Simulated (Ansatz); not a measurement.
An Ansatz input and the part of its output that reports the observables at the nuclei.

The cell is a computed structure from the Materials Project (it need not be an observed phase), relaxed with PBE at fixed cell and then changed (atom 21 (O) replaced by Se, ions relaxed).

```yaml
crystal:
  lattice:
    - [6.9402694055, 0.0, 0.0]
    - [0.9607474647, 6.8820226145, 0.0]
    - [2.9479210245, 0.5168388694, 6.3785251275]
  atoms:
    - { symbol: Na, position: [0.2668281271, 0.6463014127, 0.604290705] }
    - { symbol: Na, position: [0.7331718729, 0.3536985873, 0.395709295] }
    - { symbol: Na, position: [0.7442378053, 0.925893569, 0.763836871] }
    - { symbol: Na, position: [0.2557621947, 0.074106431, 0.236163129] }
    - { symbol: Se, position: [0.7549882272, 0.863504439, 0.2783808202] }
    - { symbol: Se, position: [0.2450117728, 0.136495561, 0.7216191798] }
    - { symbol: Se, position: [0.2019708888, 0.5963112534, 0.1342197586] }
    - { symbol: Se, position: [0.7980291112, 0.4036887466, 0.8657802414] }
    - { symbol: O, position: [0.6334030379, 0.9731244071, 0.1335508452] }
    - { symbol: O, position: [0.3665969621, 0.0268755929, 0.8664491548] }
    - { symbol: O, position: [0.6320477009, 0.6925704821, 0.4534808753] }
    - { symbol: O, position: [0.3679522991, 0.3074295179, 0.5465191247] }
    - { symbol: O, position: [0.8424228622, 0.0119973753, 0.3826277183] }
    - { symbol: O, position: [0.1575771378, 0.9880026247, 0.6173722817] }
    - { symbol: O, position: [0.2602342591, 0.7310611019, 0.2720907656] }
    - { symbol: O, position: [0.7397657409, 0.2689388981, 0.7279092344] }
    - { symbol: O, position: [0.0990978823, 0.3962921737, 0.264931142] }
    - { symbol: O, position: [0.9009021177, 0.6037078263, 0.735068858] }
    - { symbol: O, position: [0.3653836347, 0.5753261566, 0.8905182139] }
    - { symbol: O, position: [0.6346163653, 0.4246738434, 0.1094817861] }
    - { symbol: Se, position: [0.9829932944, 0.7448532427, 0.080219451] }
    - { symbol: O, position: [0.0170067056, 0.2551467573, 0.919780549] }
kpoints:
  mp_grid: { grid: [4, 3, 4] }
scf:
  occupations: { method: fermi_dirac, width: 0.02 }
hamiltonian:
  xc: pbe
  pseudopotentials: { kind: paw }
output:
  forces: true
  stress: true
  populations: true
  efg:
    quadrupole_moments_barn: { Na: 0.104, O: -0.02558 }
    contact_densities: true
relax:
  f_tol: 0.02
  max_steps: 60
```

```sh
ansatz run input.yaml --threads 2 --pin off --max-ram 5120MiB --backend cpu --events-out ev --progress --plain --runs-dir out
```

The run relaxes the ions first, and the block belongs to the relaxed positions.

Of the output, the block on the nuclei alone is shown; the set-up, the SCF iterations, energies, forces and stress are cut. One atom of each set with nearly equal values is shown.

```
--- PAW observables at the nuclei: V_zz in 10²¹ V/m², potentials from the cell's mean, atoms counted from 1 ---
  atom   1  Na V_zz =    +0.634111   η = 0.4485   by run symmetry: allowed   C_q = +1.5946 MHz
            electrostatic potential = -978.840682 V   contact ρ = 5904.290875 e/Å³
  atom   2  Na V_zz =    +0.312300   η = 0.8697   by run symmetry: allowed   C_q = +0.7853 MHz
            electrostatic potential = -978.885986 V   contact ρ = 5904.081628 e/Å³
  atom   3  Na V_zz =    -1.071697   η = 0.5249   by run symmetry: allowed   C_q = -2.6950 MHz
            electrostatic potential = -978.533967 V   contact ρ = 5904.092247 e/Å³
  atom   4  Na V_zz =    -0.776413   η = 0.1211   by run symmetry: allowed   C_q = -1.9525 MHz
            electrostatic potential = -979.101258 V   contact ρ = 5904.146085 e/Å³
  atom   5  Se V_zz =    -1.346116   η = 0.5609   by run symmetry: allowed
            electrostatic potential = -4703.284505 V   contact ρ = 262859.220811 e/Å³
  atom   6  Se V_zz =   +11.660279   η = 0.0507   by run symmetry: allowed
            electrostatic potential = -4702.877191 V   contact ρ = 262853.183889 e/Å³
  atom   7  Se V_zz =    +4.159375   η = 0.4305   by run symmetry: allowed
            electrostatic potential = -4703.283163 V   contact ρ = 262859.356554 e/Å³
  atom   8  Se V_zz =   +15.671892   η = 0.2875   by run symmetry: allowed
            electrostatic potential = -4702.954461 V   contact ρ = 262855.837609 e/Å³
  atom   9  O  V_zz =   +17.276492   η = 0.1666   by run symmetry: allowed   C_q = -10.6859 MHz
            electrostatic potential = -620.166455 V   contact ρ = 2160.926401 e/Å³
  atom  10  O  V_zz =   +18.015543   η = 0.2067   by run symmetry: allowed   C_q = -11.1430 MHz
            electrostatic potential = -620.052874 V   contact ρ = 2160.171123 e/Å³
  atom  11  O  V_zz =   +16.846704   η = 0.1725   by run symmetry: allowed   C_q = -10.4201 MHz
            electrostatic potential = -620.058214 V   contact ρ = 2160.487569 e/Å³
  atom  12  O  V_zz =   +17.979663   η = 0.1941   by run symmetry: allowed   C_q = -11.1208 MHz
            electrostatic potential = -620.072985 V   contact ρ = 2160.212903 e/Å³
  atom  13  O  V_zz =   +16.744895   η = 0.1630   by run symmetry: allowed   C_q = -10.3571 MHz
            electrostatic potential = -620.010124 V   contact ρ = 2160.220937 e/Å³
  atom  14  O  V_zz =   +18.186406   η = 0.1317   by run symmetry: allowed   C_q = -11.2487 MHz
            electrostatic potential = -619.959715 V   contact ρ = 2160.398616 e/Å³
  atom  15  O  V_zz =   +17.284230   η = 0.1551   by run symmetry: allowed   C_q = -10.6907 MHz
            electrostatic potential = -620.075655 V   contact ρ = 2160.403536 e/Å³
  atom  16  O  V_zz =   +18.352640   η = 0.0992   by run symmetry: allowed   C_q = -11.3515 MHz
            electrostatic potential = -620.133151 V   contact ρ = 2160.647869 e/Å³
  atom  17  O  V_zz =   +17.287799   η = 0.2304   by run symmetry: allowed   C_q = -10.6929 MHz
            electrostatic potential = -620.070772 V   contact ρ = 2160.347402 e/Å³
  atom  18  O  V_zz =   +17.887970   η = 0.2161   by run symmetry: allowed   C_q = -11.0641 MHz
            electrostatic potential = -620.004567 V   contact ρ = 2160.322000 e/Å³
  atom  19  O  V_zz =   +17.716832   η = 0.1839   by run symmetry: allowed   C_q = -10.9582 MHz
            electrostatic potential = -620.176673 V   contact ρ = 2161.388468 e/Å³
  atom  20  O  V_zz =   +19.049473   η = 0.1605   by run symmetry: allowed   C_q = -11.7825 MHz
            electrostatic potential = -620.168811 V   contact ρ = 2161.216157 e/Å³
  atom  21  Se V_zz =   -61.827488   η = 0.3818   by run symmetry: allowed
            electrostatic potential = -4706.519313 V   contact ρ = 262899.040635 e/Å³
  atom  22  O  V_zz =   +15.131034   η = 0.9289   by run symmetry: allowed   C_q = -9.3589 MHz
            electrostatic potential = -618.879877 V   contact ρ = 2161.233441 e/Å³
```

The relaxation (13 steps) took 11 min of wall time (22 min of CPU time) and 1.2 GiB at its peak, on 2 threads of Arm Neoverse V2 (aarch64; 32 cores open to the job, memory cap 5.0 GiB, no GPU), a shared host with a load of 0.9 a core.

The substituted crystal keeps its parent's cell, where the PBE pressure is 6 GPa, so with PBE the cell would grow if it were relaxed.
